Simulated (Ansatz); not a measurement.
# Ti (Fm-3m), random displacements

Level of theory: Ansatz, DFT LDA, scalar-relativistic, plane waves, PAW. Cutoff 420 eV, Γ-centred 10×10×10 k-points, Gaussian smearing of 0.15 eV. No spin polarisation. Energies are free energies at this smearing, counted from the undisturbed cell; pressure is positive in compression.

Zero of the scan (as given, not relaxed at this level; this fcc form isn't the usual structure):

```yaml
crystal:
  lattice:
    - [4.06000, -4.06000, 0.00000]
    - [4.06000, 0.00000, 4.06000]
    - [0.00000, -4.06000, 4.06000]
  atoms:
    - { symbol: Ti, position: [0.50000, 0.00000, 0.00000] }
    - { symbol: Ti, position: [0.50000, 0.00000, 0.50000] }
    - { symbol: Ti, position: [0.50000, 0.50000, 0.00000] }
    - { symbol: Ti, position: [0.50000, 0.50000, 0.50000] }
    - { symbol: Ti, position: [0.00000, 0.00000, 0.00000] }
    - { symbol: Ti, position: [0.00000, 0.00000, 0.50000] }
    - { symbol: Ti, position: [0.00000, 0.50000, 0.00000] }
    - { symbol: Ti, position: [0.00000, 0.50000, 0.50000] }
```

The atoms are displaced (Å, in the unstrained cell):

```csv
atom,ux,uy,uz
Ti1,-0.029,-0.473,0.345
Ti2,0.087,0.346,0.176
Ti3,-0.196,-0.672,-0.520
Ti4,0.362,0.325,-0.159
Ti5,0.045,0.257,0.077
Ti6,-0.396,0.266,0.283
Ti7,0.100,-0.049,-0.100
Ti8,0.027,0.000,-0.102
```

Strain (Voigt, engineering shear): (-0.0071, 0.0389, 0.0009, 0.0592, -0.0302, 0.0299).

(1) What are the energy change, the stress and the forces?

Results:

(1) ΔE = 764.1 meV/atom; stress (xx, yy, zz, yz, xz, xy; compression positive) (9.15, 1.78, 5.82, -1.94, 0.11, -0.29) GPa.
| atom | Fx (eV/Å) | Fy | Fz |
| --- | --- | --- | --- |
| Ti1 | -2.37 | 3.93 | -2.94 |
| Ti2 | -3.67 | -3.47 | 2.66 |
| Ti3 | 3.64 | 4.19 | 2.15 |
| Ti4 | -1.73 | -1.47 | 1.02 |
| Ti5 | 1.34 | -3.75 | -3.21 |
| Ti6 | 1.37 | -0.16 | -0.04 |
| Ti7 | 1.09 | -0.31 | -0.08 |
| Ti8 | 0.33 | 1.03 | 0.44 |

Cost: 1 run of about 5.1 core-minutes, on Intel Xeon Platinum 8488C (Sapphire Rapids) (shared hosts).